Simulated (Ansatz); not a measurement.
**CsPbI2Br (P4/mmm), a sublattice moved along a line**

Level of theory: DFT PBE, scalar-relativistic, plane waves, PAW in Ansatz. Settings: plane waves to 420 eV, k-mesh 4×4×6 (Γ-centred), Gaussian smearing 0.05 eV. Spin–orbit coupling is left out, which matters for the heavy elements here. No spin polarisation. Energies are free energies at this smearing, counted from the undisturbed cell; pressure is positive in compression.

The starting cell (as given, not relaxed at this level; it stands at 0.3 GPa, and it needn't be the usual structure):

```xyz
5
Lattice="6.3753 0.0000 0.0000 0.0000 6.3753 0.0000 0.0000 0.0000 5.9622" Properties=species:S:1:pos:R:3 pbc="T T T"
Cs    3.1876    3.1876    2.9811
Pb    0.0000    0.0000    0.0000
I     0.0000    3.1876    0.0000
I     3.1876    0.0000    0.0000
Br    0.0000    0.0000    2.9811
```

Every I atom is moved by x along the Cartesian unit vector (0.000, 0.000, 1.000); the cell and all other atoms stay fixed.

| x (Å) | ΔE (meV/cell) | force along x on the moved atoms (eV/Å) | pressure (GPa) | gap on the mesh (eV) |
| --- | --- | --- | --- | --- |
| -0.5000 | 58.2 | 0.30 | 0.3 | 2.04 |
| -0.2500 | 10.9 | 0.10 | 0.3 | 1.64 |
| 0.0000 | 0.0 | 0.00 | 0.3 | 1.46 |
| 0.1250 | 2.5 | -0.04 | 0.3 | 1.51 |
| 0.3750 | 28.2 | -0.18 | 0.3 | 1.82 |
| 0.4375 | 41.3 | -0.24 | 0.3 | 1.93 |

By symmetry 0.5000 repeats -0.5000, -0.3750 repeats 0.3750, 0.2500 repeats -0.2500, -0.1250 repeats 0.1250 in energy, with the opposite slope along the path.